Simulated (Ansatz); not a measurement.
**How the field gradients follow the size of the cell in MoS₂**

Reference cell: an entry of the Crystallography Open Database (COD), ions relaxed with PBE at fixed cell.

Space group P6_3/mmc (No. 194); a = 3.1400, c = 12.5300 Å, γ = 120.00°.

| site | Wyckoff | site symmetry | x | y | z |
| --- | --- | --- | --- | --- | --- |
| Mo | 2c | -6m2 | 0.3333 | 0.6667 | 0.2500 |
| S | 4f | 3m. | 0.3333 | 0.6667 | 0.6245 |

One atom of each set is listed.

Computed with Ansatz: DFT, PBE, plane waves and PAW, scalar-relativistic, collinear spin, 420 eV cutoff, Γ-centred 16×16×4 k-points, Fermi–Dirac smearing 0.02 eV. Start moments as typed (μB): 2 on each Mo, none on the rest.

The cell is scaled uniformly, and the ions relax again at each size.

(1) How do the gradients (10²¹ V/m²) respond?

Without spin–orbit coupling (the program notes it for Mo) the gradients can shift somewhat, as the gap is small. The start moments die out, and the run ends without spin.

Results:

(1) 

| V/V₀ | Mo V_zz (η) | S V_zz (η) |
| --- | --- | --- |
| 0.94 | -6.26 (0.00) | -4.73 (0.00) |
| 0.96 | -6.57 (0.00) | -4.88 (0.00) |
| 0.98 | -6.87 (0.00) | -5.03 (0.00) |
| 1.00 | -7.15 (0.00) | -5.18 (0.00) |
| 1.02 | -7.42 (0.00) | -5.32 (0.00) |
| 1.04 | -7.67 (0.00) | -5.46 (0.00) |
| 1.06 | -7.90 (0.00) | -5.59 (0.00) |

Logarithmic slopes d ln|V_zz|/d ln V over the series: Mo 1.9, S 1.4. Point charges on a uniformly scaled lattice would give −1; atoms that shift within the cell as it changes, and charge that moves in the bonds, make the difference.

No dispersion correction is included, which matters between the layers of this solid.
